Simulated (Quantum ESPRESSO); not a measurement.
## TiO₂: field gradients at the nuclei

```xyz
6
Lattice="4.5998 0.0000 0.0000 0.0000 4.5998 0.0000 0.0000 0.0000 2.9592" Properties=species:S:1:pos:R:3 pbc="T T T"
Ti     2.2999     2.2999     0.0000
Ti     0.0000     0.0000     1.4796
O      3.2000     3.2000     1.4796
O      1.3998     1.3998     1.4796
O      3.6997     0.9001     0.0000
O      0.9001     3.6997     0.0000
```
The geometry is a computed Materials Project entry, not a measured one. It is TiO2 in P4₂/mnm. Stability against distortions was not tested. The run has no spin polarisation.

Convention: |Vzz| is the largest principal value, η_Q = (Vxx − Vyy)/Vzz, |C_Q| = |eQVzz/h|. Cores are frozen. Against all-electron runs on small test molecules, this scheme's |Vzz| missed by −2 to +6 % on O. Ti had no test against all-electron runs. Where η passes 0.9 the sign of Vzz means little. The structure is static (0 K, no zero-point motion).

Quadrupole moments taken as inputs (sizes, barn, from the tables of PySCF and pymatgen): ⁴⁷Ti 0.302, ¹⁷O 0.0256.

### Question
What do the calculations give at each independent site (field gradients by a PBE PAW density (pw.x of a modified build of Quantum ESPRESSO, JTH datasets) with the all-electron reconstruction of Petrilli and co-workers, 22.5 Ha, k-mesh 5×5×8 through Γ)?

### Answer
```csv
site,site symmetry,Vzz (10²¹ V/m²),η_Q,∣C_Q∣ (MHz)
"Ti (atoms 1, 2)",mmm,-2.24,0.21,16.4 (⁴⁷Ti)
"O (atoms 3, 4, 5, 6)",m2m,2.33,0.95,1.44 (¹⁷O)
```
